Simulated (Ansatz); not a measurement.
Pt (fcc type), DFT, PBEsol, PAW with Ansatz's default frozen-core files, scalar-relativistic (Ansatz 0.2.0), on 1 thread of Arm Neoverse V1 (shared host).

Command: `ansatz run input.yaml --threads 1 --pin off --max-ram 2048MiB --backend cpu --events-out ev --progress --plain --runs-dir out`

```yaml
crystal:
  lattice:
    - [0.0, 1.9596931354, 1.9596931354]
    - [1.9596931354, 0.0, 1.9596931354]
    - [1.9596931354, 1.9596931354, 0.0]
  atoms:
    - { symbol: Pt, position: [0.0, 0.0, 0.0] }
kpoints:
  mp_grid: { grid: [18, 18, 18] }
  band_path:
    path:
      - [0.0, 0.0, 0.0]
      - [0.5, 0.0, 0.5]
      - [0.625, 0.25, 0.625]
      - [0.375, 0.375, 0.75]
      - [0.0, 0.0, 0.0]
      - [0.5, 0.5, 0.5]
      - [0.5, 0.25, 0.75]
      - [0.5, 0.0, 0.5]
    npoints: 8
scf:
  occupations: { method: fermi_dirac, width: 0.08 }
hamiltonian:
  xc: pbesol
  pseudopotentials: { kind: paw }
output:
  forces: true
  stress: true
  eigenvalues: true
  populations: true
  dos: { projected: true, de: 0.2, e_range: [-14, 8] }
```

Q: How large is the problem that the program sets up?

A: 195 irreducible k-points, 283 plane waves at Γ, 13 bands.

Q: About how long does it take?

A: 3.4 s of wall time for 6 SCF iterations. Times on shared machines scatter by tens of per cent.
